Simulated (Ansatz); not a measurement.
Al₂O₃ (corundum, R-3c), PBEsol in the plane-wave PAW code Ansatz. The conduction-band minimum lies at Γ, with 1 equivalent valley. Second derivatives d²E/dk² of the lowest band at one valley (eV·Å²), along Cartesian directions:

| direction | d²E/dk² |
|---|---|
| [100] | 20.58 |
| [010] | 20.58 |
| [001] | 19.22 |
| [110] | 20.58 |
| [101] | 19.90 |
| [011] | 19.90 |

### Question
Find the principal effective masses, the density-of-states mass and the conductivity mass.

### Answer
Off-diagonal terms follow from H_xy = H[110] − (H_xx + H_yy)/2, and m*/mₑ = 7.620 eV·Å² over each eigenvalue: 0.37, 0.37, 0.40. One valley's DOS mass (m₁m₂m₃)^(1/3) = 0.38, conductivity mass 3/(Σ 1/mᵢ) = 0.38 mₑ.

### Question
What effective density of states Nc follows at 300 K for parabolic valleys?

### Answer
Nc = 2.509e19 × 1 × (0.38)^(3/2) ≈ 5.9e18 cm⁻³.

The cell was relaxed with PBEsol under the symmetry of its start.

Potentials: the later of the program's two PAW sets.

Edges and masses are those of Kohn–Sham bands, whose gap is no quasiparticle gap.
